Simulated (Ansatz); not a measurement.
A crystal relaxed with r2SCAN in Ansatz 0.2.0 has space group Pm (No. 6) and a = 7.661 Å, b = 2.934 Å, c = 7.684 Å, β = 119.8°.

```
atom  site       x       y       z
  Si    1b  0.8247  0.5000  0.5960
  Si    1a  0.2309  0.0000  0.8252
  Si    1a  0.5907  0.0000  0.7627
  Si    1b  0.4033  0.5000  0.2302
  Xx    1b  0.7698  0.5000  0.1741
  Si    1a  0.1804  0.0000  0.4103
   N    1b  0.6628  0.5000  0.3394
   N    1a  0.3337  0.0000  0.6680
   N    1b  0.6655  0.5000  0.6963
   N    1a  0.9688  0.0000  0.6719
   N    1a  0.6988  0.0000  0.0186
   N    1b  0.2997  0.5000  0.9694
   N    1a  0.3284  0.0000  0.2973
   N    1b  0.0425  0.5000  0.3407
```

r2SCAN gives an indirect gap of 4.68 eV, from Γ–Z (0.33 of the way from Γ) to Γ; the least direct gap is 4.84 eV at Γ. HSE06 gives an indirect gap of 5.63 eV, from Γ–Z (0.33 of the way from Γ) to Γ; the least direct gap is 5.80 eV at Γ. The PBE gap is indirect, 4.13 eV (Γ–Z (0.30 of the way from Γ) to Γ), below the direct gap of 4.28 eV at Γ. Meshes: r2SCAN 4×8×4, HSE06 2×6×2, PBE 4×8×4. r2SCAN's ε∞ is 4.1, 4.2 and 4.1 along x, y and z.

**Question.** Which element is Xx?
A. Sn
B. C
C. Pb
D. Ge

**Answer.** D. Xx is Ge: Si₅GeN₈ on the sites of β-Si3N4 (relaxed group Pm). Around Si lie 4 N at 1.73–1.75 Å; around Si lie 4 N at 1.74–1.75 Å; around Si lie 4 N at 1.71–1.74 Å; around Ge lie 4 N at 1.80–1.83 Å; around Si lie 4 N at 1.73–1.74 Å; around N lie 2 Si at 1.73 Å and 1 Ge at 1.82 Å; around N lie 3 Si at 1.73–1.74 Å (further sites aren't listed).

Note: simulated data, non-magnetic, for a generated structure that need not be the stable one.

The runs are scalar-relativistic, without spin-orbit coupling.

Where an edge lies off the special points, it is a point of the mesh or the k point where a search put PBE's edge or least direct gap, reused for the other functionals, whose own edges may lie a little apart; PBE's own value is read along its path and can be a few hundredths of an eV high.

The meshes of the hybrids are coarse, so their gaps aren't converged to the digits shown.

For a response run the program warns that the ground state's bands aren't all converged, so ε∞ carries an extra error.
